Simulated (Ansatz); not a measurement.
MgS: all-electron results

```xyz
2
Lattice="0.0000 2.6016 2.6016 2.6016 0.0000 2.6016 2.6016 2.6016 0.0000" Properties=species:S:1:pos:R:3 pbc="T T T"
Mg    0.0000    0.0000    0.0000
S     2.6016    2.6016    2.6016
```

Atom numbers follow the list: Mg1, S2.

The cell is COD entry 9008672, as deposited and not checked against the literature; nothing was relaxed.

All numbers are computed: DFT, PBEsol, all-electron LAPW, scalar-relativistic (Ansatz 0.2.0); DFT, PBEsol, PAW with Ansatz's default frozen-core files, scalar-relativistic (Ansatz 0.2.0).

For LAPW: a Γ-centred 10×10×10 k mesh, Fermi–Dirac smearing of 0.03 eV, basis error target 0.25 meV/atom, no spin polarisation. PAW takes a cutoff of 420 eV at this cell (files made with PBE, cores remade for this functional). The Ansatz runs share mesh, smearing and spin set-up. Values come from LAPW unless marked.

```yaml
Pressure_at_this_cell: -9.6 kbar
Band_gap: 2.70 eV, indirect from Γ to X (0.5, 0, 0.5)
Smallest_direct_gap_on_the_path: 3.59 eV
Löwdin_charges_with_0.16_e_of_the_cell_spilling_out_of_the_atomic_basis_so_their_sizes_and_signs_hang_on_that_basis: Mg1 1.44, S2 -1.27 e
Bader_charges_from_the_PAW_run: Mg1 +1.67, S2 -1.67 e
Volume_per_atom: 118.8 bohr³
```
